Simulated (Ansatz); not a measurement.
**La vacancy in La2CuSn4**

Computed with the plane-wave PAW code Ansatz (scalar-relativistic, PAW set soft_2): PBEsol, no spin polarisation, 420 eV cutoff, k-mesh 3×3×3.

The relaxed host crystal (no gap at this level of theory):

```xyz
7
Lattice="4.4545 0.0000 0.0000 0.0000 2.2433 9.0291 0.0000 -2.2433 9.0291" Properties=species:S:1:pos:R:3 pbc="T T T"
Cu    0.0000    0.0000   12.4576
La    0.0000    0.0000   16.3141
La    2.2272    0.0000    2.0517
Sn    0.0000    0.0000    4.8121
Sn    2.2272    0.0000   13.8396
Sn    0.0000    0.0000    9.9406
Sn    2.2272    0.0000    8.1217
```

Supercell of 28 atoms, rows of the matrix [[0,-2,2],[0,0,1],[-2,-1,1]] times the cell vectors; La vacancy at (0.000, 0.903, 0.903) in fractions of the cell above. Atoms are relaxed at the host's cell, from a start shaken by 0.03 Å near the defect. The cell loses 1 of its 8 La, so this is a heavily defective crystal.

Task: How does the lattice relax around the defect?

Result: Distances from the empty La site (Å), by shell of the perfect crystal:

```
shell      perfect crystal    relaxed, charge 0
 6 Sn  3.29 (3.27 to 3.33)  3.13 (3.05 to 3.27)
 2 Sn                 3.34                 3.19
 2 Sn                 3.48  3.47 (3.44 to 3.49)
```

| charge | gap of the cell on the mesh (eV) |
| --- | --- |
| 0 | 0.00 |

Formation energy of the neutral defect: 3.87 eV, taking atoms from and to the elements' standard states (no corrections for gases), so it belongs to those chemical potentials alone.

Caveats: small supercell, so energies and levels can be off by tenths of an eV; one random start near the defect, so other minima are possible.
